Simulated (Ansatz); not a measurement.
Level of theory: DFT PBE, scalar-relativistic, plane waves, PAW in Ansatz. The final run on the 10-atom cell used 420 eV, a Γ-centred 10×10×10 mesh, 0.02 eV smearing and no spin polarisation.

Formation energies are uncorrected and count from the elements' standard states at the same level.

Task: Suggest a trial structure for a tetragonal semiconductor that holds Zn and 2 more elements, with a gap near 2.5 eV, a formation energy near −0.73 eV/atom and a density near 4.66 g/cm³, in a cell of 10 atoms. Its symmetry should be I-4m2 (No. 119).

Result: Be₃Zn₂Se₅, space group I-4m2 (No. 119). Be on a site of symmetry -4m2 is surrounded by 4 Se at 2.27 Å; Be on a site of symmetry 2mm is surrounded by 4 Se at 2.27–2.28 Å; Zn is surrounded by 4 Se at 2.45 Å; Se on a site of symmetry 2mm is surrounded by 2 Be at 2.27 Å and 2 Zn at 2.45 Å; 2 more sites not described.

```cif
data_structure
_symmetry_space_group_name_H-M 'I-4m2'
_symmetry_Int_Tables_number 119
_cell_length_a 3.8009
_cell_length_b 3.8009
_cell_length_c 27.2763
_cell_angle_alpha 90.000
_cell_angle_beta 90.000
_cell_angle_gamma 90.000
_cell_volume 394.06
loop_
_atom_site_label
_atom_site_type_symbol
_atom_site_symmetry_multiplicity
_atom_site_Wyckoff_symbol
_atom_site_fract_x
_atom_site_fract_y
_atom_site_fract_z
_atom_site_occupancy
Be1 Be 2 b 0.50000 0.50000 0.00000 1
Be2 Be 4 e 0.50000 0.50000 0.20384 1
Zn1 Zn 4 e 0.50000 0.50000 0.39798 1
Se1 Se 4 f 0.50000 0.00000 0.45456 1
Se2 Se 4 f 0.00000 0.50000 0.15857 1
Se3 Se 2 d 0.50000 0.00000 0.25000 1
```

| Item | Value |
| --- | --- |
| Volume per atom | 19.70 Å³ |
| Density | 4.66 g/cm³ |
| Energy over the elements | −0.734 eV/atom |
| Gap on the 10×10×10 mesh of the 10-atom cell | 2.48 eV |

It was reached by relaxing an invented guess, and it needn't be the stable form of this composition. The answer needn't be unique; the calculation gave this one.

Kohn–Sham gaps at this level usually fall short of measured ones. The reference form of Se is held partly by dispersion forces, which this level lacks. A later test with randomly moved atoms came back to the same energy, though modes that don't fit the test's cell weren't probed.
